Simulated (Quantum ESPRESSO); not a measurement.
```xyz
3
Lattice="4.5372 0.0000 0.0000 -2.2686 3.9293 0.0000 0.0000 0.0000 7.0659" Properties=species:S:1:pos:R:3 pbc="T T T"
I      2.2686     1.3098     5.2038
I      0.0000     2.6196     1.8621
Pb     0.0000     0.0000     0.0000
```

Cell and atoms were relaxed with PBEsol from Materials Project entry mp-22893, within its symmetry.

Question: What does PBE (stringent potentials; Quantum ESPRESSO, PseudoDojo norm-conserving, 112 Ry, without SOC) give for the electronic structure near the Fermi level?

Answer: The PBE gap is direct, 2.26 eV at A. Spin-orbit coupling is left out; with 6p states at a band edge it can lower the gap by many tenths of an eV, most of a small gap.
